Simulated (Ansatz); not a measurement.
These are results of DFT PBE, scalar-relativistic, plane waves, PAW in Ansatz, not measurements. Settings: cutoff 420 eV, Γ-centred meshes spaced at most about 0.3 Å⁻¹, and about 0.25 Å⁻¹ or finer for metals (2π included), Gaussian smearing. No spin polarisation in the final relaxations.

Temperature and zero-point effects are left out.

Two forms of ScSbS3 were relaxed alike.

A.

```cif
data_structure
_symmetry_space_group_name_H-M 'P-6m2'
_symmetry_Int_Tables_number 187
_cell_length_a 4.1188
_cell_length_b 4.1188
_cell_length_c 7.9259
_cell_angle_alpha 90.000
_cell_angle_beta 90.000
_cell_angle_gamma 120.000
_cell_volume 116.44
loop_
_atom_site_label
_atom_site_type_symbol
_atom_site_symmetry_multiplicity
_atom_site_Wyckoff_symbol
_atom_site_fract_x
_atom_site_fract_y
_atom_site_fract_z
_atom_site_occupancy
Sc1 Sc 1 b 0.00000 0.00000 0.50000 1
Sb1 Sb 1 c 0.33333 0.66667 0.00000 1
S1 S 2 i 0.66667 0.33333 0.79637 1
S2 S 1 d 0.33333 0.66667 0.50000 1
```

B.

```cif
data_structure
_symmetry_space_group_name_H-M 'P6mm'
_symmetry_Int_Tables_number 183
_cell_length_a 4.3346
_cell_length_b 4.3346
_cell_length_c 9.0782
_cell_angle_alpha 90.000
_cell_angle_beta 90.000
_cell_angle_gamma 120.000
_cell_volume 147.72
loop_
_atom_site_label
_atom_site_type_symbol
_atom_site_symmetry_multiplicity
_atom_site_Wyckoff_symbol
_atom_site_fract_x
_atom_site_fract_y
_atom_site_fract_z
_atom_site_occupancy
Sc1 Sc 1 a 0.00000 0.00000 0.44075 1
Sb1 Sb 1 a 0.00000 0.00000 0.91550 1
S1 S 2 b 0.33333 0.66667 0.53780 1
S2 S 1 a 0.00000 0.00000 0.16856 1
```

Question: Which is lower in energy, and by how much?

Answer: A is lower, by 0.33 eV/atom. A has space group P-6m2 (No. 187), 23.3 Å³/atom and a gap of 0.42 eV on its mesh; B has space group P6mm (No. 183), 29.5 Å³/atom and no gap. Counting S atoms around Sb and Sc (those within 1.25 times the shortest such distance or 1.15 times the sum of covalent radii, 1.27 where that leaves under three), A has Sc 3, Sb 6 and B has Sc 7, Sb 1. Both come from invented guesses. A third cell relaxed alike, in Cm, lies 0.33 eV/atom below the lower of the two; the P-6m2 cell fell into it when its atoms were moved at random.

Weakly bound directions are ill-defined at this level, which has no dispersion term (P6mm), and this can change margins and order among such cells. These runs have no spin–orbit coupling, which can matter for Sb. Kohn–Sham gaps at this level usually fall short of measured ones. The missing spin–orbit coupling can work the other way here. Cells relaxed within their symmetry can be saddle points; a later kick test found a lower structure for ScSbS3 P-6m2.
